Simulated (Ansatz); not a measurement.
Relaxed-ion elastic tensor of Mg₄Te₃S in space group Pmm2 (No. 25; Pearson symbol oP8) in GPa (Voigt order), PBEsol (plane waves, PAW; program Ansatz); density 3.51 g/cm³, 30.24 Å³ per atom.

```json
[
 {"": "1", "1": "62.0", "2": "24.1", "3": "34.4", "4": "0.0", "5": "0.0", "6": "0.0"},
 {"": "2", "1": "24.1", "2": "64.1", "3": "35.4", "4": "0.0", "5": "0.0", "6": "0.0"},
 {"": "3", "1": "34.4", "2": "35.4", "3": "46.6", "4": "0.0", "5": "0.0", "6": "0.0"},
 {"": "4", "1": "0.0", "2": "0.0", "3": "0.0", "4": "18.3", "5": "0.0", "6": "0.0"},
 {"": "5", "1": "0.0", "2": "0.0", "3": "0.0", "4": "0.0", "5": "18.2", "6": "0.0"},
 {"": "6", "1": "0.0", "2": "0.0", "3": "0.0", "4": "0.0", "5": "0.0", "6": "8.3"}
]
```

**Question.** Is the crystal mechanically stable?

**Answer.** Yes: the smallest eigenvalue of C is 8.3 GPa.

**Question.** Work out the Voigt, Reuss and Hill averages.

**Answer.** K_V = 40.1, K_R = 39.9, K_H = 40.0; G_V = 14.2, G_R = 11.6, G_H = 12.9 GPa.

**Question.** Give Young's modulus, Poisson's ratio, Pugh's ratio and the universal anisotropy index.

**Answer.** E = 9KG/(3K + G) = 35.0 GPa; ν = 0.35; K/G = 3.10 (ductile by the Pugh limit of 1.75); A_U = 5G_V/G_R + K_V/K_R − 6 = 1.11.

**Question.** Estimate the sound speeds and the Debye temperature.

**Answer.** v_l = √((K + 4G/3)/ρ) = 4030 m/s, v_t = √(G/ρ) = 1920 m/s, mean 2160 m/s; Θ = (h/k)(3n/4πV)^(1/3) v_m = 206 K.

**Question.** How much does each axis shrink under pressure?

**Answer.** Linear compressibilities β_i = Σ_j S_ij (j = 1 to 3): x 7.5, y 6.8, z 11 per TPa.

The first step of the workflow began from a Materials Project structure, measured or hypothetical; the Crystallography Open Database copy checked does not list it. Whether it is the stable phase at ambient conditions was not checked. Symmetry was held in the PBEsol relaxation; of distortions, only those at the zone centre were tested. Spin–orbit coupling is left out wherever it is not named.

Potentials: the later of the program's two PAW sets.
